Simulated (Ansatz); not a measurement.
Bi (A7 type, space group R-3m)

```yaml
crystal:
  lattice:
    - [2.26661, 1.30863, 3.88456]
    - [-2.26661, 1.30863, 3.88456]
    - [0.00000, -2.61726, 3.88456]
  atoms:
    - { symbol: Bi, position: [0.23718, 0.23718, 0.23718] }
    - { symbol: Bi, position: [0.76282, 0.76282, 0.76282] }
```

Grid over V/V₀ and (c/a)/(c/a)₀, subscript 0 meaning the relaxed cell; the conventional c axis lies along z; no internal relaxation.

Computed with PBE-D3(BJ) (plane waves to 420 eV, PAW, scalar-relativistic; Ansatz, a first-principles code). k mesh 13×13×13 (Γ-centred), Fermi-Dirac smearing 0.05 eV. Compression counts positive. As the atoms are clamped, bonds stretch with the cell, which overstates energies and stresses. With partly filled bands, the response to shear is sensitive to the k mesh, so small differences along c/a are uncertain. Bi was relaxed with its symmetry unable to fall. Spin-orbit coupling is left out, though Bi is heavy. 

```csv
σxx (GPa),V/V₀ = 0.920,V/V₀ = 0.960,V/V₀ = 1.000,V/V₀ = 1.040,V/V₀ = 1.080
(c/a)/(c/a)₀ = 0.920,4.0,1.1,-1.1,-2.9,-4.3
(c/a)/(c/a)₀ = 0.960,4.6,1.7,-0.6,-2.4,-3.9
(c/a)/(c/a)₀ = 1.000,5.2,2.3,0.0,-1.9,-3.3
(c/a)/(c/a)₀ = 1.040,[?],2.9,0.5,-1.3,-2.9
(c/a)/(c/a)₀ = 1.080,[?],3.1,0.8,-1.0,-2.5
```

Question: Complete the blanks.

Answer: 
- (c/a)/(c/a)₀ = 1.040, V/V₀ = 0.920: 5.8
- (c/a)/(c/a)₀ = 1.080, V/V₀ = 0.920: 5.9

(A scan under strain: stresses follow from slopes of the energy per volume, elastic moduli from its curvatures.)
